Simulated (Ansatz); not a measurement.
AlGaSb₂:
```
CELL_PARAMETERS angstrom
      2.16940     1.25251     7.08265
     -2.16940     1.25251     7.08265
      0.00000    -2.50501     7.08265
ATOMIC_POSITIONS crystal
  Al 0.99985 0.99985 0.99985
  Ga 0.50006 0.50006 0.50006
  Sb 0.12540 0.12540 0.12540
  Sb 0.62471 0.62471 0.62471
```

Cartesian axes are those of the cell as given.

### Question
Give the high-frequency dielectric tensor and the Born effective charge tensors of the independent atoms from DFPT, DFT-PBEsol in the program Ansatz with PAW potentials.

### Answer

ε∞:
```
15.7  0.00  0.00
0.00  15.7  0.00
0.00  0.00  15.1
```
Z* of atom 1 (Al), rows: field, columns: displacement, in e:
```
1.68  0.00  0.00
0.00  1.68  0.00
0.00  0.00  1.80
```
Z* of atom 2 (Ga), rows: field, columns: displacement, in e:
```
1.86  0.00  0.00
0.00  1.86  0.00
0.00  0.00  1.88
```
Z* of atom 3 (Sb), rows: field, columns: displacement, in e:
```
-1.78   0.00   0.00
 0.00  -1.78   0.00
 0.00   0.00  -1.72
```
Z* of atom 4 (Sb), rows: field, columns: displacement, in e:
```
-1.76   0.00   0.00
 0.00  -1.76   0.00
 0.00   0.00  -1.97
```

Space group R3m. The workflow started from a Materials Project entry (that database holds measured and hypothetical structures alike); the Crystallography Open Database copy checked does not list it. With Al and Ga taken as one species the cell has the higher symmetry F-43m, so it may be an ordered model of a mixed-site phase. Whether it is the stable phase at ambient conditions was not checked. The PBEsol relaxation kept the symmetry of its start; whether a distortion lowers the energy is not shown. Scalar-relativistic: spin–orbit coupling is off unless named, which matters more the heavier the elements.

Potentials: the later of the program's two PAW sets.
